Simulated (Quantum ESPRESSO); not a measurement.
## ZnGa2SiN4 (input and log of a self-consistent run)

A calculation, not a measurement. The program is pw.x of Quantum ESPRESSO 7.5 (plane-wave density functional theory). The cell is made up: 8 atoms on a wurtzite lattice, with randomly drawn elements, strain and displacements, not relaxed. PseudoDojo standard norm-conserving files (v0.5 for PBE, v0.4.1 for LDA and PBEsol) set the functional; there is no spin polarisation, spin-orbit coupling or dispersion term, and the masses in the input are unused placeholders.

Input:

```
&control calculation='scf', pseudo_dir='./dojo.nc.sr.pbe.v0_5.standard.upf', outdir='./o', disk_io='low', tprnfor=.true., tstress=.true. /
&system ibrav=0, nat=8, ntyp=4, nbnd=45, ecutwfc=84.00895049, nosym=.true., tot_charge=0,
 occupations='smearing', smearing='fd', degauss=0.0073498644
/
&electrons conv_thr=7.350e-09, electron_maxstep=60, /
ATOMIC_SPECIES
Ga 1.0 Ga.upf
N 1.0 N.upf
Si 1.0 Si.upf
Zn 1.0 Zn.upf
CELL_PARAMETERS angstrom
3.1455 0.0272 -0.0527
0.0471 5.5896 -0.0186
-0.0861 -0.0175 5.2273
ATOMIC_POSITIONS angstrom
Zn -0.0382 -0.1085 -0.0571
Ga 1.5739 2.7712 0.0338
Ga 1.6251 0.9092 2.6932
Si -0.0664 3.7476 2.6884
N -0.1665 -0.0249 1.9544
N 1.4756 2.8767 1.9185
N 1.5101 1.0513 4.5231
N 0.1145 3.7207 4.4987
K_POINTS automatic
8 6 6 1 1 1
```

The log is shortened where brackets say so; the opening notice, blank lines, dates and the lines on written files are dropped, and the path of the files is cut. It prints rydbergs, bohrs and kilobars, and counts compression as positive stress.

```
     Program PWSCF v.7.5
     Parallel version (MPI & OpenMP), running on       4 processor cores
     Number of MPI processes:                 4
     Threads/MPI process:                     1
     [start-up lines left out]
     bravais-lattice index     =            0
     lattice parameter (alat)  =       5.9452  a.u.
     unit-cell volume          =     619.9954 (a.u.)^3
     number of atoms/cell      =            8
     number of atomic types    =            4
     number of electrons       =        70.00
     number of Kohn-Sham states=           45
     kinetic-energy cutoff     =      84.0090  Ry
     charge density cutoff     =     336.0358  Ry
     scf convergence threshold =      7.3E-09
     mixing beta               =       0.7000
     number of iterations used =            8  plain     mixing
     Exchange-correlation= PBE
                           (   1   4   3   4   0   0   0)
     [axes and pseudopotential details left out]
   Cartesian axes
     site n.     atom                  positions (alat units)
         1        Zn     tau(   1) = (  -0.0121422  -0.0344876  -0.0181497  )
         2        Ga     tau(   2) = (   0.5002767   0.8808481   0.0107436  )
         3        Ga     tau(   3) = (   0.5165510   0.2889965   0.8560551  )
         4        Si     tau(   4) = (  -0.0211058   1.1912046   0.8545294  )
         5        N      tau(   5) = (  -0.0529234  -0.0079147   0.6212217  )
         6        N      tau(   6) = (   0.4690313   0.9143821   0.6098106  )
         7        N      tau(   7) = (   0.4799974   0.3341641   1.4377035  )
         8        N      tau(   8) = (   0.0363947   1.1826542   1.4299477  )
     number of k points=   144  Fermi-Dirac smearing, width (Ry)=  0.0073
     Number of k-points >= 100: set verbosity='high' to print them.
     Dense  grid:    64479 G-vectors     FFT dimensions: (  36,  64,  60)
     Estimated max dynamical RAM per process >     288.29 MB
     Estimated total dynamical RAM >       1.08 GB
     Initial potential from superposition of free atoms
     starting charge      69.9939, renormalised to      70.0000
     Starting wfcs are   48 randomized atomic wfcs
     total cpu time spent up to now is        4.5 secs
     per-process dynamical memory:   260.4 Mb
     Self-consistent Calculation
     iteration #  1     ecut=    84.01 Ry     beta= 0.70
     Davidson diagonalization with overlap
     ethr =  1.00E-02,  avg # of iterations =  3.7
     total cpu time spent up to now is       15.8 secs
     total energy              =    -814.59703852 Ry
     estimated scf accuracy    <       2.15621817 Ry
     iteration #  2     ecut=    84.01 Ry     beta= 0.70
     Davidson diagonalization with overlap
     ethr =  3.08E-03,  avg # of iterations =  3.5
     total cpu time spent up to now is       25.8 secs
     total energy              =    -814.94753588 Ry
     estimated scf accuracy    <       3.06405213 Ry
     iteration #  3     ecut=    84.01 Ry     beta= 0.70
     Davidson diagonalization with overlap
     ethr =  3.08E-03,  avg # of iterations =  2.0
     total cpu time spent up to now is       34.5 secs
     total energy              =    -815.56645907 Ry
     estimated scf accuracy    <       0.29020973 Ry
     iteration #  4     ecut=    84.01 Ry     beta= 0.70
     Davidson diagonalization with overlap
     ethr =  4.15E-04,  avg # of iterations =  2.2
     total cpu time spent up to now is       42.8 secs
     total energy              =    -815.59916754 Ry
     estimated scf accuracy    <       0.02099387 Ry
     iteration #  5     ecut=    84.01 Ry     beta= 0.70
     Davidson diagonalization with overlap
     ethr =  3.00E-05,  avg # of iterations =  7.5
     total cpu time spent up to now is       53.9 secs
     total energy              =    -815.60210783 Ry
     estimated scf accuracy    <       0.00267154 Ry
     [iterations 6 to 7 left out]
     iteration #  8     ecut=    84.01 Ry     beta= 0.70
     Davidson diagonalization with overlap
     ethr =  2.77E-07,  avg # of iterations =  2.0
     total cpu time spent up to now is       80.8 secs
     total energy              =    -815.60305843 Ry
     estimated scf accuracy    <       0.00001104 Ry
     iteration #  9     ecut=    84.01 Ry     beta= 0.70
     Davidson diagonalization with overlap
     ethr =  1.58E-08,  avg # of iterations =  2.7
     total cpu time spent up to now is       89.7 secs
     total energy              =    -815.60306116 Ry
     estimated scf accuracy    <       0.00000168 Ry
     iteration # 10     ecut=    84.01 Ry     beta= 0.70
     Davidson diagonalization with overlap
     ethr =  2.40E-09,  avg # of iterations =  2.2
     total cpu time spent up to now is       98.6 secs
     total energy              =    -815.60306147 Ry
     estimated scf accuracy    <       0.00000068 Ry
     iteration # 11     ecut=    84.01 Ry     beta= 0.70
     Davidson diagonalization with overlap
     ethr =  9.67E-10,  avg # of iterations =  2.0
     total cpu time spent up to now is      106.9 secs
     total energy              =    -815.60306159 Ry
     estimated scf accuracy    <       0.00000004 Ry
     iteration # 12     ecut=    84.01 Ry     beta= 0.70
     Davidson diagonalization with overlap
     ethr =  5.13E-11,  avg # of iterations =  2.2
     total cpu time spent up to now is      115.9 secs
     End of self-consistent calculation
     [lines on levels left out]
!    total energy              =    -815.60306160 Ry
     estimated scf accuracy    <          3.4E-09 Ry
     smearing contrib. (-TS)   =      -0.00006851 Ry
     internal energy E=F+TS    =    -815.60299309 Ry
     The total energy is F=E-TS. E is the sum of the following terms:
     one-electron contribution =    -487.89117525 Ry
     hartree contribution      =     292.57088047 Ry
     xc contribution           =    -156.60085195 Ry
     ewald contribution        =    -463.68184636 Ry
     convergence has been achieved in  12 iterations
     Forces acting on atoms (cartesian axes, Ry/au):
     atom    1 type  4   force =     0.00817174    0.08389555    0.01859082
     atom    2 type  1   force =     0.05313679   -0.02116322   -0.06206637
     atom    3 type  1   force =    -0.08909588    0.02089780   -0.00236452
     atom    4 type  3   force =     0.01250227    0.04946518   -0.01723076
     atom    5 type  2   force =     0.08859873   -0.12691404    0.04167939
     atom    6 type  2   force =     0.01876771    0.05405534    0.09979025
     atom    7 type  2   force =    -0.00903820   -0.02503205    0.02915460
     atom    8 type  2   force =    -0.08304314   -0.03520455   -0.10755340
     Total force =     0.293331     Total SCF correction =     0.000291
     Computing stress (Cartesian axis) and pressure
          total   stress  (Ry/bohr**3)                   (kbar)     P=       -2.82
  -0.00005034  -0.00054577  -0.00003545           -7.41      -80.29       -5.21
  -0.00054577  -0.00003915   0.00026046          -80.29       -5.76       38.31
  -0.00003545   0.00026046   0.00003196           -5.21       38.31        4.70
     init_run     :      4.28s CPU      4.43s WALL (       1 calls)
     electrons    :    110.99s CPU    111.36s WALL (       1 calls)
     forces       :      1.27s CPU      1.27s WALL (       1 calls)
     stress       :      4.50s CPU      4.50s WALL (       1 calls)
     [timing details left out]
     PWSCF        :   2m 1.14s CPU   2m 1.74s WALL
     JOB DONE.
```

In other units: free energy -11096.845 eV for the cell, pressure -0.28 GPa, largest force component 3.263 eV/Å. A rerun of a related cell, with the same atoms placed differently, at 1437 eV and a 10 x 8 x 8 mesh moved values by no more than 0.003 eV in energy, 0.02 GPa in stress and 0.002 eV/Å in force.